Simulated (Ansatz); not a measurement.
BaTiHO$_{2}$:
```yaml
crystal:
  lattice:
    - [4.03367, 0.00000, 0.00000]
    - [0.00000, 4.03367, 0.00000]
    - [0.00000, 0.00000, 3.97735]
  atoms:
    - { symbol: Ba, position: [0.50000, 0.50000, 0.50000] }
    - { symbol: Ti, position: [0.00000, 0.00000, 0.00000] }
    - { symbol: O, position: [0.50000, 0.00000, 0.00000] }
    - { symbol: O, position: [0.00000, 0.50000, 0.00000] }
    - { symbol: H, position: [0.00000, 0.00000, 0.50000] }
```
The run is spin-polarised; directions of the spins, atom by atom: 0 ↑ 0 0 0.

Relaxed with r²SCAN.

**Question.** Give the Bader charges and basin volumes of the independent atoms, DFT-r²SCAN in the program Ansatz with PAW potentials.

**Answer.** 

```tsv
atom	Bader charge (e)	Bader volume (Å³)
Ba1	+1.50	21.7
Ti2	+1.89	8.8
O3	-1.37	13.0
H5	-0.66	8.2
```

Space group P4/mmm. The start of the workflow was typed in or built on a structure type; neither database checked (COD, Materials Project) lists it. Its standing as an ambient phase is unchecked. The r²SCAN relaxation kept the symmetry of its start; its stability against distortions is not shown here. Magnetic state: ferromagnetic, the only order run, not a proven ground state. The cell computed holds one magnetic atom, so no antiferromagnetic order was within reach. Other orbital occupations within this spin state were not tried. No Hubbard U is applied. Scalar-relativistic: spin–orbit coupling is off unless named, which matters more the heavier the elements.

Potentials: the earlier of the program's two PAW sets. The files were generated under PBE; for other functionals the program regenerates the frozen cores, and for LDA and PBEsol the local potential too.
